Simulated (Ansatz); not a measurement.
A geometry of YN away from equilibrium: the start of the relaxation of a generated cell, YN placed in the GeS structure type. These are r2SCAN (plane waves to 500 eV, PAW, scalar-relativistic; Ansatz, a program for electronic structure) values and carry that method's errors. Γ-centred k-mesh 4×10×9 on the run's cell, Fermi–Dirac smearing 0.05 eV.

```xyz
8
Lattice="9.5560 0.0000 0.0000 0.0000 3.3222 0.0000 0.0000 0.0000 3.9246" Properties=species:S:1:pos:R:3:forces:R:3 pbc="T T T" free_energy=-16986.676 pressure_GPa=0.2
Y      1.1668     0.8306     0.5012    2.2934    0.0000    0.9491
Y      3.6112     2.4917     2.4635   -2.2934    0.0000    0.9491
Y      8.3892     2.4917     3.4235   -2.2934    0.0000   -0.9491
Y      5.9448     0.8306     1.4611    2.2934    0.0000   -0.9491
N      8.1178     0.8306     1.9713    0.9526    0.0000   -0.6673
N      6.2162     2.4917     0.0090   -0.9526    0.0000   -0.6673
N      1.4382     2.4917     1.9533   -0.9526    0.0000    0.6673
N      3.3398     0.8306     3.9156    0.9526    0.0000    0.6673
```

Positions in Å, forces in eV/Å, free energy of the cell in eV (comparable only within this code, potentials and settings). Largest force: 2.48 eV/Å, on Y1, Y2, Y3, Y4 (atoms numbered as listed); the geometry lies 0.90 eV/atom above the end of its relaxation.

No spin polarisation in the result.

The run could not lose the symmetry of its start.
